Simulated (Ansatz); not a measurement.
**SnAs from its elements: all-electron against pseudopotential results**

```
Sn As
1.0
     0.00000    2.85657    2.85657
     2.85657    0.00000    2.85657
     2.85657    2.85657    0.00000
Sn As
1 1
Direct
  0.00000 0.00000 0.00000
  0.50000 0.50000 0.50000
```

The cell comes from a relaxation on PAW files under the same functional, begun from a database entry that needn't be the ground state.

Level of theory: DFT with PBEsol, scalar-relativistic, in Ansatz 0.2.0; a Γ-centred 13×13×13 k mesh, Fermi–Dirac smearing of 0.05 eV, no spin polarisation. LAPW: all electrons, basis error target 0.5 meV/atom; PAW: frozen-core files, cutoff 420 eV.

The elements are taken as As grey As, Sn alpha-Sn, each relaxed on PAW files under the same functional and computed by the same method as the compound; zero-point and thermal terms are left out. The functional lacks long-range dispersion, which matters for the layered or molecular reference states.

Spin–orbit coupling is left out, which matters for the heavy atoms. The PAW files were made under PBE.

Problem. Give the formation energy by each method, with the residual pressure at this cell and the LAPW gap.

Solution. 

```json
{"method": "LAPW", "ΔE(formation) (eV/atom)": "-0.102", "P at this cell (GPa)": "-0.03", "gap (eV)": "0.00"}
{"method": "PAW", "ΔE(formation) (eV/atom)": "-0.102", "P at this cell (GPa)": "-0.04", "gap (eV)": "–"}
```

Problem. Give the LAPW value for one formula unit in kJ/mol.

Solution. -0.102 eV/atom × 2 atoms × 96.485 kJ/(mol·eV) = -19.7 kJ/mol, at zero temperature and without zero-point motion.
